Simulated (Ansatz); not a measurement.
## Elastic constants of SnSe$_{2}$: input and output

Theory: DFT PBEsol, scalar-relativistic, plane waves, PAW in Ansatz.

Launched with:
```bash
ansatz run input.yaml --threads 1 --pin off --max-ram 4096MiB --backend cpu --events-out ev --progress --plain --runs-dir out
```

Input (bare energies are in eV):
```yaml
crystal:
  lattice:
    - [3.8179766213, 0.0, 0.0]
    - [-1.9089883106, 3.3064647451, 0.0]
    - [0.0, 0.0, 6.1555425457]
  atoms:
    - { symbol: Sn, position: [0.0, 0.0, 0.0] }
    - { symbol: Se, position: [0.3333333333, 0.6666666667, 0.2577527539] }
    - { symbol: Se, position: [0.6666666667, 0.3333333333, 0.7422472461] }
basis:
  ecutwfc: 420
kpoints:
  mp_grid: { grid: [12, 12, 6] }
hamiltonian:
  xc: pbesol
scf:
  occupations: { method: fixed }
output:
  forces: true
  stress: true
  eigenvalues: true
elastic:
  mode: relaxed_ion
  stencil: two_point
```

From the output:
```
--- Elastic constants: 3 strain directions × 2 members + reference (group order 12) ---
  dense FFT box of the reference and of every strained cell: 27×27×45
  strains applied: 11, 33, 23; error gains: componentwise 1.00 (the most a stress slope's error grows in a printed constant), spectral 1.41 (1 for all six strains in a standard setting)
  reference relaxed by the batch: 3 steps; max|allowed force component| 5.35e-4 eV/Å at the deck's positions, 1.38e-8 at the last accepted step, 4.64e-8 by the solve of record
  largest displacement 5.7e-5 Å; the constants are those of the deck's cell at these positions:
  atoms:
    - { symbol: Sn, position: [7.260374285873935e-39, 1.415735562539251e-36, 0.0] }
    - { symbol: Se, position: [0.3333333333333333, 0.6666666666666665, 0.2577434996190705] }
    - { symbol: Se, position: [0.6666666666666666, 0.3333333333333333, 0.7422565003809295] }
  C = ∂σ_k/∂η_j (tension-positive GPa; Voigt order 11 22 33 23 13 12):
       101.947     27.948     11.900     -0.732     -0.000     -0.000
        27.948    101.947     11.900      0.732      0.000      0.000
        11.899     11.899     18.010      0.000     -0.000     -0.000
        -0.727      0.727      0.000      7.406     -0.000      0.000
        -0.000      0.000      0.000     -0.000      7.406     -0.727
         0.000     -0.000      0.000      0.000     -0.732     37.000
  reference stress σ⁰ (GPa):      0.004      0.004     -0.003     -0.000     -0.000      0.000
  C* (energy form; C + prestress term) asymmetry max|C*_kj − C*_jk| = 8.404e-3 GPa — a small one proves nothing (zero by symmetry where the batch's group is 432, −43m or m−3m); a large one is finite-difference/SCF noise where every solve ...
  moduli (Voigt/Reuss/Hill, GPa): K = 36.16/17.38/26.77   G = 21.71/11.62/16.66   E = 41.40   ν = 0.242
  mechanically stable: yes (min eigenvalue of sym C = 7.39 GPa)
  strain η (Voigt 11):  stress-route row diagonal C_11 = 101.95 GPa, energy-path curvature d²(F+E_count+ΔE)/dδ²/Ω₀ = 101.88 GPa
         δ    σ_11 (GPa) F (eV) n_scf n_hpsi n_pw
    -2.000e-3      -0.2015      -16799.2209040       4   78858   1544   relax 4 steps, max|allowed force component| 1.32e-5 eV/Å
     2.000e-3       0.2063      -16799.2209047       4   78673   1550   relax 3 steps, max|allowed force component| 2.02e-7 eV/Å
  strain η (Voigt 33):  stress-route row diagonal C_33 = 18.01 GPa, energy-path curvature d²(F+E_count+ΔE)/dδ²/Ω₀ = 18.13 GPa
         δ    σ_33 (GPa) F (eV) n_scf n_hpsi n_pw
    -2.000e-3      -0.0395      -16799.2209773       4   32419   1546   relax 3 steps, max|allowed force component| 1.77e-7 eV/Å
     2.000e-3       0.0325      -16799.2209915       4   32545   1546   relax 3 steps, max|allowed force component| 2.81e-7 eV/Å
  strain η (Voigt 23):  stress-route row diagonal C_44 = 7.41 GPa, energy-path curvature d²(F+E_count+ΔE)/dδ²/Ω₀ = 7.38 GPa
         δ    σ_23 (GPa) F (eV) n_scf n_hpsi n_pw
    -2.000e-3      -0.0149      -16799.2209969       4   78053   1546   relax 4 steps, max|allowed force component| 2.52e-7 eV/Å
     2.000e-3       0.0147      -16799.2209968       4   78234   1546   relax 3 steps, max|allowed force component| 1.95e-7 eV/Å
```

It took 9.4 min on 1 thread of Arm Neoverse V1, on a shared host, peak memory 0.7 GiB.

The crystal is built of layers and no dispersion correction was added, so the binding between them is poorly described, and with it their spacing and whatever depends on it.